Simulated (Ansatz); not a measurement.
The relaxed structure here is a generated cell of Si2W: the first start was made by placing the elements on the sites of a structure type, and the end was not matched to a known phase here, so it may be hypothetical. Known forms of Si2W include space group No. 139.

One starting cell of Si₂W (a generated trial cell of Si2W in the fluorite structure type) was relaxed twice with Ansatz (plane waves, PAW, scalar-relativistic): with r2SCAN at 500 eV and with PBE at 420 eV. The r2SCAN result:

```
CELL_PARAMETERS angstrom
      0.00000     2.92803     2.92803
      2.92803     0.00000     2.92803
      2.92803     2.92803     0.00000
ATOMIC_POSITIONS crystal
  W  0.00000 0.00000 0.00000
  Si 0.25000 0.25000 0.25000
  Si 0.75000 0.75000 0.75000
```

```json
[
 {"quantity": "space group", "r2SCAN": "Fm-3m", "PBE": "Fm-3m"},
 {"quantity": "volume (Å³/atom)", "r2SCAN": "16.74", "PBE": "(withheld)"},
 {"quantity": "a (Å)", "r2SCAN": "5.856", "PBE": "(withheld)"},
 {"quantity": "gap (eV, no spin-orbit coupling)", "r2SCAN": "0.00", "PBE": "(withheld)"}
]
```

### Question
Fill in the PBE column.

### Answer

- volume (Å³/atom), PBE: 17.04
- a (Å), PBE: 5.891
- gap (eV, no spin-orbit coupling), PBE: 0.00

Both levels end in the same structure; PBE's volume is 1.8 % larger. Neither column is exact.

No spin polarisation in the result.

The run could not lose the symmetry of its start: the end is stationary, and may be a saddle point rather than a minimum.

All atoms sit on sites fixed by symmetry, so only the cell could relax.

Ansatz is a program for electronic structure.
